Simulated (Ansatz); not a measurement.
TiN (rock salt), conventional cell a = b = c = 4.2469 Å, α = β = γ = 90.00°. The calculation uses the primitive cell of 2 atoms, to which meshes and values per cell refer.

This relaxed cell (volume V₀) is scaled evenly in all directions, its shape held. Symmetry pins the atoms to their sites.

Calculation: PBE (plane waves to 420 eV, PAW, scalar-relativistic; Ansatz, a first-principles code). k mesh 19×19×19 (Γ-centred), Fermi-Dirac smearing 0.05 eV. E stands for the smeared free energy. TiN is run without spin polarisation. TiN was relaxed with its symmetry unable to fall. The zero of ΔE is the relaxed starting cell. The last digit holds for this mesh only.

| V (Å³/atom) | ΔE (meV/atom) |
|---|---|
| 9.000 | 33.2 |
| 9.096 | 22.7 |
| 9.192 | 14.3 |
| 9.288 | 7.9 |
| 9.383 | 3.5 |
| 9.479 | 0.9 |
| 9.575 | 0.0 |
| 9.671 | 0.8 |
| 9.766 | 3.2 |
| 9.862 | 7.1 |
| 9.958 | 12.3 |
| 10.054 | 19.0 |
| 10.149 | 26.8 |

Q: What is the fitted pressure derivative B₀′?

A: 4.3.

Q: What bulk modulus B₀ follows from a third-order Birch-Murnaghan fit?

A: 277 GPa.

(Under strain, the slope of the energy per volume gives the stress and its curvature an elastic modulus.)
